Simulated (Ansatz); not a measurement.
Structures of As2Se: which is lowest?

Plane-wave DFT in Ansatz with scalar-relativistic PAW potentials, cutoff 500 eV, Γ-centred meshes chosen by cell and gap, Gaussian smearing with energies taken to zero width. Every cell was relaxed (cell and atoms) in a run of its own, within the symmetry of its start. Functional: r2SCAN.

Relaxed structures (starts from databases or built by putting these elements on another compound's sites):
A. I4_1/amd, 6 atoms in the computed cell, a = 7.028 Å, c = 5.244 Å; sites (symmetry × multiplicity) As .2/m. × 8, Se -4m2 × 4; start: database
B. I4/mmm, 3 atoms in the computed cell, a = 3.805 Å, c = 9.536 Å; sites (symmetry × multiplicity) As 4mm × 4, Se 4/mmm × 2; start: built
C. P6/mmm, 3 atoms in the computed cell, a = 4.539 Å, c = 3.418 Å; sites (symmetry × multiplicity) As -6m2 × 2, Se 6/mmm × 1; start: built

Question: Rank them by energy. Could pressure change the order?

Answer:
| structure | group | E − E(lowest) (meV/atom) | V (Å³/atom) | gap on mesh (eV) |
| --- | --- | --- | --- | --- |
| A | I4_1/amd | 0.0 | 21.59 | 0.00 |
| B | I4/mmm | 321 | 23.01 | 0.00 |
| C | P6/mmm | 439 | 20.33 | 0.00 |

A is lowest, 321 meV/atom under B. C is denser by 1.26 Å³/atom, so pressure favours it: ΔE/ΔV, with ΔE in eV and 1 eV/Å³ = 160.2 GPa, gives about 56 GPa for equal enthalpy if both cells were rigid; at such pressures compression changes ΔV much, so this is a scale only. Other structures may lie lower than all of these, and vibrations aren't counted.